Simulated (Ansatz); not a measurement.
Input and command of a calculation in Ansatz (plane waves; scalar-relativistic PAW potentials unless the input names others):

```yaml
crystal:
  lattice:
    - [5.628093111, 0.0, 0.0]
    - [0.0, 5.628093111, 0.0]
    - [0.0, 0.0, 5.628093111]
  atoms:
    - { symbol: Ta, position: [0.0, 0.0, 0.0] }
    - { symbol: Ta, position: [0.5, 0.5, 0.5] }
    - { symbol: Si, position: [0.25, 0.25, 0.25] }
    - { symbol: Si, position: [0.25, 0.75, 0.75] }
    - { symbol: Si, position: [0.75, 0.75, 0.25] }
    - { symbol: Si, position: [0.75, 0.25, 0.75] }
kpoints:
  mp_grid: { grid: [8, 8, 8] }
hamiltonian:
  xc: r2scan
scf:
  occupations: { method: gaussian, width: 0.1 }
  mixing: { preconditioner: local_kerker }
output:
  forces: true
  eigenvalues: true
  stress: true
accuracy: low
```

```bash
ansatz run input.yaml --threads 1 --pin off --max-ram 3072MiB --backend cpu --events-out ev --progress --plain --runs-dir out
```

Abridged log:
```
settings of this run that can trade accuracy for cost: accuracy: low. Do not mix this run's numbers with those of runs without the same settings; the input reference describes each key
Pseudopotentials: kind: paw
Pseudopotential: Ta, paw, valence charge 13, recommended cutoff 500 eV (meta_gga)
Pseudopotential: Si, paw, valence charge 4, recommended cutoff 500 eV (meta_gga)
Functional definition: r2SCAN
Crystal: 6 atoms, lattice volume = 178.272 Å³
Basis set: ecut = 500 eV, 4553 PW (Γ), exchange–correlation on 135×135×135 points (27 copies of the dense FFT grid, shifted against one another)
Bands: 27, of which v1, the nominal top of the filled ones, is band 21 counted from 1 (20 counted from 0)
Symmetry: 48 space group operations
Space group: Pn-3m (ITA 224), of the structure as read, at distance tolerance 5.6e-5 Å
k-points: 35 of 512
Initial density: superposition of atomic densities (neutral atoms: chi_scale 0, normalization atom), corrected by the library's trained network
Initial wavefunctions: pseudopotential atomic-orbital guess
Functional: x = r2scan, c = r2scan; τ floored in thin density (d = 2e-4 eV/Å³)
SCF iter   1: F=—  HF=-22435.760769 eV  |F-HF|=—  |Δ(HF+E_count)|=         —  Δρ=4.17e-3  dr2=2.39e-2  dr2_τ=5.62e-2  ethr=1.77e-3  ⟨swp⟩=5.7  Hψ=4506  notcnv=0
SCF iter   2: F=—  HF=-22435.859103 eV  |F-HF|=—  |Δ(HF+E_count)|=   9.83e-2  Δρ=2.60e-3  dr2=9.44e-3  dr2_τ=6.54e-4  ethr=5.69e-5  ⟨swp⟩=2.2  Hψ=1906  notcnv=0  defer=26
SCF iter   3: F=—  HF=-22435.862173 eV  |F-HF|=—  |Δ(HF+E_count)|=   3.07e-3  Δρ=1.32e-3  dr2=1.87e-3  dr2_τ=3.05e-4  ethr=2.25e-5  ⟨swp⟩=2.3  Hψ=1241  notcnv=0  defer=26
SCF iter   4: F=—  HF=-22435.863426 eV  |F-HF|=—  |Δ(HF+E_count)|=   1.25e-3  Δρ=2.13e-4  dr2=1.61e-4  dr2_τ=5.23e-6  ethr=4.45e-6  ⟨swp⟩=2.6  Hψ=1546  notcnv=0  defer=26
SCF iter   5: F=—  HF=-22435.863438 eV  |F-HF|=—  |Δ(HF+E_count)|=   1.20e-5  Δρ=7.88e-5  dr2=2.26e-5  dr2_τ=3.87e-7  ethr=3.83e-7  ⟨swp⟩=2.2  Hψ=1212  notcnv=0  defer=26
SCF iter   6: F=—  HF=-22435.863386 eV  |F-HF|=—  |Δ(HF+E_count)|=   5.22e-5  Δρ=1.72e-5  dr2=1.06e-6  dr2_τ=1.74e-8  ethr=5.38e-8  ⟨swp⟩=2.0  Hψ=1226  notcnv=0  defer=26
SCF iter   7: F=-22435.863386 eV  HF=-22435.863386 eV  |F-HF|=2.66e-8  |Δ(HF+E_count)|=   1.70e-7  Δρ=5.20e-6  dr2=8.95e-8  dr2_τ=1.75e-9  ethr=2.38e-10  ⟨swp⟩=7.3  Hψ=4534  notcnv=0
SCF 1 converged in 7 iterations: F = -22435.863386 eV  dr2 = 8.95e-8
SCF converged after 7 iterations
Free energy (F): -22435.863386 eV
Harris-Foulkes:  -22435.863386 eV  (|F-HF|=2.66e-8)
Internal energy: -22435.841695 eV  (E = F + TS)
E sigma→0 (E₀):  -22435.852540 eV
Entropy (-TS):   -0.021692 eV (-3.615 meV/atom)
Fermi energy:    4.965976 eV
--- Forces (eV/Å), atoms counted from 1 ---
  atom   1  Ta     0.00000000     0.00000000     0.00000000
  atom   2  Ta     0.00000000     0.00000000     0.00000000
  atom   3  Si     0.00000000     0.00000000     0.00000000
  atom   4  Si     0.00000000     0.00000000     0.00000000
  atom   5  Si     0.00000000     0.00000000     0.00000000
  atom   6  Si     0.00000000     0.00000000     0.00000000
--- Stress (GPa, compression-positive) ---
       -0.000944       0.000000       0.000000
        0.000000      -0.000944       0.000000
        0.000000       0.000000      -0.000944
  P = ⅓ Tr σ = -0.0009 GPa (-0.009 kbar)
settings of this run that can trade accuracy for cost: accuracy: low. Do not mix this run's numbers with those of runs without the same settings; the input reference describes each key
```

Apart from outputs, empty bands and the relaxation, which only the reference makes, the input differs from a reference run on usual settings in scf.mixing.preconditioner: not typed → "local_kerker"; accuracy: not typed → "low"; basis.ecutwfc: 500 → not typed. The reference, at the same geometry, ended its own course with pressure 0.00 GPa, largest force 0.000 eV/Å, no gap on the mesh. This run converged in 7 SCF iterations with an energy at zero smearing within 0.01 meV/atom of the reference's, pressure 0.00 GPa, largest force 0.000 eV/Å, no gap on the mesh. Its accuracy level is looser than usual, yet energy, pressure and forces hardly moved.

The run took 6.6 s on 1 thread of AMD EPYC 9R45 96-Core Processor (Zen 5), on a shared host, peak memory 0.68 GiB.